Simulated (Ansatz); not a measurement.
ZnFI (Janus 1T monolayer) was relaxed with 5 functionals in the plane-wave code Ansatz, cell and atoms free, the symmetry of the start kept (meshes: PBE 12×12×1, r2SCAN 12×12×1, PBEsol 12×12×1, LDA 12×12×1, HSE06 6×6×1). The cell comes from a prototype generator: it can be a known phase or a hypothetical one. Spin polarisation is off.

The PBE result:
```cif
data_structure
_symmetry_space_group_name_H-M 'P 1'
_symmetry_Int_Tables_number 1
_cell_length_a 3.7541
_cell_length_b 3.7541
_cell_length_c 28.8619
_cell_angle_alpha 90.000
_cell_angle_beta 90.000
_cell_angle_gamma 120.000
_cell_volume 352.26
loop_
_atom_site_label
_atom_site_type_symbol
_atom_site_fract_x
_atom_site_fract_y
_atom_site_fract_z
_atom_site_occupancy
Zn1 Zn 0.00000 0.00000 0.32190 1
F1 F 0.33333 0.66667 0.35018 1
I1 I 0.66667 0.33333 0.26342 1
```
Periodic in the plane only; c spans the vacuum.

In-plane lattice: a = 3.754 Å, b = 3.754 Å, γ = 120.0°; thickness between the outer nuclei 2.50 Å. Around Zn lie 3 F at 2.32 Å and 3 I at 2.75 Å; around F lie 3 Zn at 2.32 Å; around I lie 3 Zn at 2.75 Å.

(1) How does the cell change with PBEsol?

(2) What lattice does HSE06 give?

(3) Held at the r2SCAN cell, what mean stress do LDA and PBE find, and does its sign point to their own minimum?

Answers

(1) a = 3.679 Å; the area differs by -3.9 % from PBE's. Zn has 3 F at 2.27 Å and 3 I at 2.70 Å; F has 3 Zn at 2.27 Å; I has 3 Zn at 2.70 Å.

(2) a = 3.718 Å; the area differs by -1.9 % from PBE's. Zn is surrounded by 3 F at 2.29 Å and 3 I at 2.73 Å; F is surrounded by 3 Zn at 2.29 Å; I is surrounded by 3 Zn at 2.73 Å.

(3) Yes. LDA -2.13 N/m, and its relaxed area is -4.5 % from r2SCAN's; PBE +0.96 N/m, and its relaxed area is +2.0 % from r2SCAN's. Compression counts positive, so a positive stress asks for a larger cell.
